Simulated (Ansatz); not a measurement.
## Mechanical response of WC (P-6m2)

```xyz
2
Lattice="2.8990 0.0000 0.0000 -1.4495 2.5106 0.0000 0.0000 0.0000 2.8270" Properties=species:S:1:pos:R:3 pbc="T T T"
W     0.0000    0.0000    0.0000
C     1.4495    0.8369    1.4135
```

Conventional cell: a = 2.899 Å, b = 2.899 Å, c = 2.827 Å, α = 90.00°, β = 90.00°, γ = 120.00°. W (atom 1) is surrounded by 6 C at 2.19 Å. Around C (atom 2) lie 6 W at 2.19 Å.

Level of theory, where no other is named: PBEsol, PAW on Ansatz 0.2.0's default frozen-core files (fitted under PBE), scalar-relativistic. k mesh 18×18×16, Fermi-Dirac smearing of 0.100 eV, cutoff 420 eV. The cell was relaxed by PAW under this functional.

The cell is hexagonal and carries a residual pressure of -0.02 GPa at this level. Each strain component that symmetry leaves independent is applied at ±0.005 and ±0.01, the ions relax wherever a strain frees them, and the stress (tension positive, GPa) is read. Shears are engineering strains, γ = 2ε.

| strain | size | σxx | σyy | σzz | σyz | σxz | σxy |
| --- | --- | --- | --- | --- | --- | --- | --- |
| xx | -0.01 | -7.5777 | -2.4860 | -1.8906 | 0.0000 | 0.0000 | 0.0000 |
| xx | -0.005 | -3.7132 | -1.2212 | -0.9264 | 0.0000 | 0.0000 | 0.0000 |
| xx | +0.005 | 3.6161 | 1.2260 | 0.9398 | 0.0000 | 0.0000 | 0.0000 |
| xx | +0.01 | 7.0901 | 2.4082 | 1.8410 | 0.0000 | 0.0000 | 0.0000 |
| zz | -0.01 | -1.9255 | -1.9255 | -10.1583 | 0.0000 | 0.0000 | 0.0000 |
| zz | -0.005 | -0.9355 | -0.9355 | -4.9926 | 0.0000 | 0.0000 | 0.0000 |
| zz | +0.005 | 0.9313 | 0.9313 | 4.8737 | 0.0000 | 0.0000 | 0.0000 |
| zz | +0.01 | 1.8116 | 1.8116 | 9.5809 | 0.0000 | 0.0000 | 0.0000 |
| yz | -0.01 | -0.0165 | -0.0347 | -0.0304 | -3.2049 | 0.0000 | 0.0000 |
| yz | -0.005 | 0.0081 | 0.0035 | 0.0052 | -1.6030 | 0.0000 | 0.0000 |
| yz | +0.005 | 0.0081 | 0.0035 | 0.0052 | 1.6030 | 0.0000 | 0.0000 |
| yz | +0.01 | -0.0165 | -0.0347 | -0.0304 | 3.2049 | 0.0000 | 0.0000 |

The slope is [8(σ(+δ) − σ(−δ)) − (σ(+2δ) − σ(−2δ))]/(12δ), and the program imposes the crystal's symmetry on the matrix.

**Question.** What are the independent elastic constants?

**Answer.** C11 = 732.8, C12 = 244.7, C13 = 186.6, C33 = 986.5, C44 = 320.6 GPa.

**Question.** Is the crystal stable against homogeneous strain?

**Answer.** The least eigenvalue of the 6×6 matrix is 244.0 GPa, so yes.

**Question.** What moduli does a random aggregate of grains have?

**Answer.** Voigt and Reuss bounds: B from 405.9 to 409.8 and G from 291.0 to 299.3 GPa; their means are B = 407.8 and G = 295.2 GPa. Then E = 9BG/(3B + G) = 713.4 GPa, ν = (3B − 2G)/(6B + 2G) = 0.208 and B/G = 1.38, on the brittle side of Pugh's 1.75 (a rule of thumb).

**Question.** With the density of 15.806 g/cm³, how fast does sound travel, and what Debye temperature follows?

**Answer.** 

```
direction  slow (m/s)  middle (m/s)  fast (m/s)
        x        3929          4504        6809
        y        3929          4504        6809
        z        4504          4504        7900
```

The mean of v⁻³ over directions and branches gives v_m = 4758 m/s and θ_D = (ħ/k_B) v_m (6π²n)^(1/3) = 651 K, n being atoms per volume. Young's modulus spans 635 to 915 GPa over directions, and the universal anisotropy index is 0.15.

**Question.** What happens at 20 GPa (cell relaxed there)?

**Answer.** The volume falls to 0.9561 of its value, and C11 = 848.1, C12 = 314.9, C13 = 244.4, C33 = 1124.4, C44 = 366.7 GPa (slopes of the stress), in this structure whether or not another phase takes over.

Known limits: frozen-core PAW files fitted under PBE, their cores solved anew for the functional of the run; responses of metals move with mesh and smearing; no spin-orbit coupling on heavy atoms.
